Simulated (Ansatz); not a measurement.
# Convergence test, InP3

Computed with DFT PBEsol, scalar-relativistic, plane waves, PAW in Ansatz 0.2.0.

```xyz
8
Lattice="3.7245 2.1503 3.2950 -3.7245 2.1503 3.2950 0.0000 -4.3007 3.2950" Properties=species:S:1:pos:R:3 pbc="T T T"
In    0.0000    0.0000    2.7233
In    0.0000    0.0000    7.1617
P     2.0667   -1.1932    6.0430
P     0.0000    2.3864    6.0430
P    -2.0667   -1.1932    6.0430
P    -2.0667    1.1932    3.8420
P     2.0667    1.1932    3.8420
P     0.0000   -2.3864    3.8420
```

The Γ-centred k-mesh is 6×6×6, the occupation rule is Gaussian smearing, 0.1 eV and the spin treatment is unpolarised. The valence charge of the PAW sets is In 13, P 5.

The atoms stay fixed while the plane-wave cutoff is varied. ΔE is the energy extrapolated to zero smearing, less that of the reference run (850 eV). The cell isn't necessarily relaxed at this level. Pressure is positive in compression and holds a correction for the finite cutoff (Pulay stress).

Times are rough; the reference took 38 s on 2 threads of Intel(R) Xeon(R) Processor @ 2.50GHz (Skylake/Cascade Lake), with other jobs on the host, peak memory 0.87 GiB.

Question: Tried: 150, 200, 250, 300, 350, 380, 420, 460, 520, 600, 700, 850 eV. From which plane-wave cutoff on does the energy per atom stay within 100, 10 and 1 meV of the reference?

Answer: 300 for 100 meV, 350 for 10 meV, 420 for 1 meV. The reference itself isn't shown to be converged. At 350 eV, where the energy is within 10 meV, force components already agree to within 0.003 eV/Å, where the largest force is 0.176 eV/Å.

```tsv
cutoff (eV)	ΔE (meV/atom)	P (GPa)	largest change of a force component (eV/Å)	plane waves at Γ	wall time (s)
150	14827	-2.86	0.644	655	4.1
200	2453	0.22	0.092	1009	5.7
250	372	-0.11	0.060	1395	7.2
300	50.6	-0.10	0.011	1893	8.9
350	6.91	-0.14	0.003	2327	10
380	2.47	-0.15	0.002	2693	13
420	0.93	-0.15	0.000	3089	19
460	0.52	-0.16	0.000	3545	14
520	0.27	-0.16	0.000	4231	20
600	0.08	-0.16	0.000	5275	21
700	0.02	-0.16	0.000	6669	28
850	0.00	-0.16	0.000	8907	38
```